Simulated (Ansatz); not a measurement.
Co2Si in space group Pnma (No. 62; Co on 4c, Co on 4c, Si on 4c) under volume change, PBEsol (plane waves, PAW; program Ansatz), shape and atoms relaxed at each volume.

```json
[
 {"V (Å³/atom)": "9.327", "E − E(relaxed) (meV/atom)": "78.2", "P (GPa)": "29.69"},
 {"V (Å³/atom)": "9.635", "E − E(relaxed) (meV/atom)": "32.7", "P (GPa)": "18.06"},
 {"V (Å³/atom)": "9.942", "E − E(relaxed) (meV/atom)": "[?]", "P (GPa)": "[?]"},
 {"V (Å³/atom)": "10.250", "E − E(relaxed) (meV/atom)": "0.0", "P (GPa)": "0.00"},
 {"V (Å³/atom)": "10.557", "E − E(relaxed) (meV/atom)": "6.8", "P (GPa)": "-6.92"},
 {"V (Å³/atom)": "10.865", "E − E(relaxed) (meV/atom)": "[?]", "P (GPa)": "[?]"},
 {"V (Å³/atom)": "11.172", "E − E(relaxed) (meV/atom)": "54.5", "P (GPa)": "-17.20"}
]
```

Task: What belongs in the gaps?

Result: 
- 9.942, E − E(relaxed) (meV/atom): 7.7
- 9.942, P (GPa): 8.25
- 10.865, E − E(relaxed) (meV/atom): 25.8
- 10.865, P (GPa): -12.60

Task: What does a third-order Birch–Murnaghan fit give for V₀, B₀ and B′?

Result: V₀ = 10.25 Å³/atom, B₀ = 249 GPa, B′ = 5.0.

The cell was relaxed with PBEsol under the symmetry of its start. Spin order of the final state: ferromagnetic, the only order run, not a proven ground state.

Potentials: the later of the program's two PAW sets.
